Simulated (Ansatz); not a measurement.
The cell below belongs to a search over invented structures; it isn't taken from experiment.

Input and command of a plane-wave DFT calculation in Ansatz:

```yaml
crystal:
  lattice:
    - [5.6447397284, 0.0, 0.0]
    - [0.0, 5.6425019053, 0.0]
    - [0.0, 0.0, 5.4514496356]
  atoms:
    - { symbol: Sn, position: [0.75, 0.0, 0.7959403626] }
    - { symbol: Sn, position: [0.25, 0.0, 0.2040596374] }
    - { symbol: Pb, position: [0.75, 0.5, 0.2325313938] }
    - { symbol: Pb, position: [0.25, 0.5, 0.7674686062] }
    - { symbol: O, position: [0.5, 0.2412003136, 0.0] }
    - { symbol: O, position: [0.0, 0.2412003136, 0.0] }
    - { symbol: O, position: [0.0, 0.7587996864, 0.0] }
    - { symbol: O, position: [0.5, 0.7587996864, 0.0] }
basis:
  ecutwfc: 420
kpoints:
  mp_grid: { grid: [6, 6, 6] }
hamiltonian:
  xc: pbe
scf:
  occupations: { method: gaussian, width: 0.02 }
output:
  forces: true
  stress: true
  eigenvalues: true
relax:
  adjacent_minimum: "off"
  f_tol: 0.01
  max_steps: 30
  cell: { stress_tol: 0.1, fix: [volume] }
```

```bash
ansatz run input.yaml --threads 1 --pin off --max-ram 2560MiB --backend cpu --events-out ev --progress --plain --runs-dir out
```

Processor: Arm Neoverse V2, 1 thread, on a host shared with other jobs.

Problem. Estimate time, memory and problem size.

Solution. About 3.8 min, peak memory 0.67 GiB. It solves 48 bands at 64 k points (after reduction by symmetry) with about 3391 plane waves, in 38 SCF iterations over 6 ionic steps.
